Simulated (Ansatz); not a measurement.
TiAl:
```cif
data_AlTi
_chemical_formula_sum 'Ti1 Al1'
_space_group_name_H-M_alt 'P-6m2'
_space_group_IT_number 187
_space_group_name_Hall 'P -6 2'
_cell_length_a 2.81202
_cell_length_b 2.81202
_cell_length_c 4.59141
_cell_angle_alpha 90.000
_cell_angle_beta 90.000
_cell_angle_gamma 120.000
loop_
_atom_site_label
_atom_site_type_symbol
_atom_site_symmetry_multiplicity
_atom_site_Wyckoff_symbol
_atom_site_fract_x
_atom_site_fract_y
_atom_site_fract_z
_atom_site_occupancy
Ti1 Ti 1 a 0.00000 0.00000 0.00000 1
Al1 Al 1 d 0.33333 0.66667 0.50000 1
```

Relaxed at zero pressure with LDA in the plane-wave PAW code Ansatz.

**Question.** The volume is lowered by 3 % and shape and atoms relax at that volume. What pressure results, and how do the axes share the change?

**Answer.** 3.7 GPa; a -1.1 %, b -1.1 %, c -0.7 %; the energy rises by 5 meV/atom.

**Question.** Give the new structure.

**Answer.** 
Space group P-6m2 (No. 187); a = b = 2.7799 Å, c = 4.5572 Å, α = β = 90.00°, γ = 120.00°

```csv
atom,site,symmetry,x,y,z
Ti,1a,-6m2,0.0000,0.0000,0.0000
Al,1d,-6m2,0.3333,0.6667,0.5000
```

The phase is kept; no other phase was compared at this pressure.

The first step of the workflow began from a Materials Project structure, measured or hypothetical; the Crystallography Open Database copy checked does not list it. With Ti and Al taken as one species the cell has the higher symmetry P6_3/mmc, so it may be an ordered model of a mixed-site phase. It is not the phase usual at ambient conditions (space group No. 123). The cell was relaxed with LDA under the symmetry of its start; its stability against distortions is not shown here. No spin polarisation was allowed. Axis ratios of metals converge slowly with the k-mesh, so a and c are less sure than the volume.

Potentials: the later of the program's two PAW sets.
